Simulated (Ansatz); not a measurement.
# NbGeAs (P4/nmm): electronic heat capacity and spin susceptibility from the density of states

Method: DFT r2SCAN, scalar-relativistic, plane waves, PAW in Ansatz.

Settings: cutoff 500 eV, Γ-centred mesh 10×10×6 on the computed 6-atom cell, Gaussian smearing of 0.10 eV; no spin polarisation.

Relaxed cell: P4/nmm, a = 3.586 Å, b = 3.586 Å, c = 7.944 Å, α = 90.00°, β = 90.00°, γ = 90.00°, 6 atoms in the primitive cell. Whether it is the stable form of this composition wasn't checked.

The density of states at the Fermi level is 1.413 states/eV in the cell of 6 atoms (2 formula units; both spins, tetrahedra on a 15×15×9 mesh).

Question: What Sommerfeld coefficient and Pauli susceptibility does this give?

Answer: Per formula unit N(E_F) = 0.707 states/eV. γ = (π²/3) k_B² N(E_F) N_A = 2.357 mJ/(mol K²) per state/eV, so γ = 1.7 mJ/(mol K²), a mole of formula units. χ_P = μ_B² N(E_F) N_A = 3.23×10⁻⁵ emu/mol per state/eV gives 2.3×10⁻⁵ emu/mol. This is the bare band result: a measured γ of the same phase is as a rule larger by a factor 1 + λ from phonons and spin fluctuations, the spin part of χ is larger by the Stoner factor, and a measured χ also holds orbital and core terms. N(E_F) at one energy is sensitive to the mesh where the density of states has sharp peaks.

Cost: 1 run of about 2.7 core-minutes, on Intel Xeon 6975P-C (Granite Rapids) (shared hosts).